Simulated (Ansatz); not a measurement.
**Profile along the Hf–O line in BaHfO3 (cubic perovskite)**

BaHfO3 (cubic perovskite)

Space group Pm-3m (No. 221); a = b = c = 4.121 Å, α = β = γ = 90.00°

```tsv
atom	site	symmetry	x	y	z
Ba	1a	m-3m	0.0000	0.0000	0.0000
Hf	1b	m-3m	0.5000	0.5000	0.5000
O	3c	4/mm.m	0.0000	0.5000	0.5000
```

Fields along a shortest Hf–O line of a {210} plane (2.06 Å), from Hf to O, interpolated on the slice's grid (step about 0.3 Å). Method: LDA (plane waves to 420 eV, PAW, scalar-relativistic; Ansatz, a first-principles code). k mesh 8×8×8. Near the nuclei the fields are pseudised (PAW); where an atom keeps semicore shells as valence, they peak there. BaHfO3 is run without spin polarisation. BaHfO3 was relaxed with its symmetry unable to fall. Spin-orbit coupling is left out, though Hf is heavy.

```json
[
 {"distance from Hf (Å)": "0.00", "valence electron density (e/Å³)": "35.56", "electron localisation function": "x"},
 {"distance from Hf (Å)": "0.21", "valence electron density (e/Å³)": "29.56", "electron localisation function": "x"},
 {"distance from Hf (Å)": "0.41", "valence electron density (e/Å³)": "17.29", "electron localisation function": "0.85"},
 {"distance from Hf (Å)": "0.62", "valence electron density (e/Å³)": "6.83", "electron localisation function": "0.78"},
 {"distance from Hf (Å)": "0.82", "valence electron density (e/Å³)": "2.05", "electron localisation function": "0.42"},
 {"distance from Hf (Å)": "1.03", "valence electron density (e/Å³)": "0.89", "electron localisation function": "0.27"},
 {"distance from Hf (Å)": "1.24", "valence electron density (e/Å³)": "0.90", "electron localisation function": "0.47"},
 {"distance from Hf (Å)": "1.44", "valence electron density (e/Å³)": "1.94", "electron localisation function": "0.80"},
 {"distance from Hf (Å)": "1.65", "valence electron density (e/Å³)": "4.36", "electron localisation function": "0.77"},
 {"distance from Hf (Å)": "1.85", "valence electron density (e/Å³)": "6.92", "electron localisation function": "x"},
 {"distance from Hf (Å)": "2.06", "valence electron density (e/Å³)": "7.66", "electron localisation function": "x"}
]
```

x: too close to a nucleus for the ELF to mean much.

Density on the Hf–O line (2.06 Å) at its density minimum, 1.1 Å from Hf: 0.79 e/Å³. ELF at that point: 0.32.
